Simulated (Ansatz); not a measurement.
All-electron LAPW in Ansatz 0.2.0 under PBE, scalar-relativistic, energies extrapolated to zero smearing. Slabs are 1×1 cells cut from bulk crystals relaxed on PAW files, with atoms then relaxed, 16 to 20 Å of vacuum, a dipole correction, k spacings of 0.16 to 0.26 Å⁻¹ and smearing of 0.02 to 0.1 eV, without spin–orbit coupling; Cr, Mn, Fe, Co, Ni, Eu and Gd start ferromagnetic, the others run without spin. The bulk type named needn't be the stable one, and no reconstruction is allowed. Antiferromagnetic order, which Cr and Mn prefer, wasn't tried.

```csv
slab,area (Å²),γ (J/m²),Φ (eV),Δd12 (%)
"bcc Ta (111), 6 layers",19.09,2.71,3.68,-23.1
"bcc Ta (111), 5 layers",19.09,?,?,-16.0
"hcp Ru (10-10), 6 layers",11.69,2.94,4.82,-17.8
"bcc Cr (111), 5 layers",14.05,3.29,3.94,3.0
"fcc Pt (100), 6 layers",7.88,1.85,5.65,-2.4
```

Problem. What belongs in the row "bcc Ta (111), 5 layers", column "γ (J/m²)"?

Solution. 2.74.

Problem. What belongs in the row "bcc Ta (111), 5 layers", column "Φ (eV)"?

Solution. 3.71.
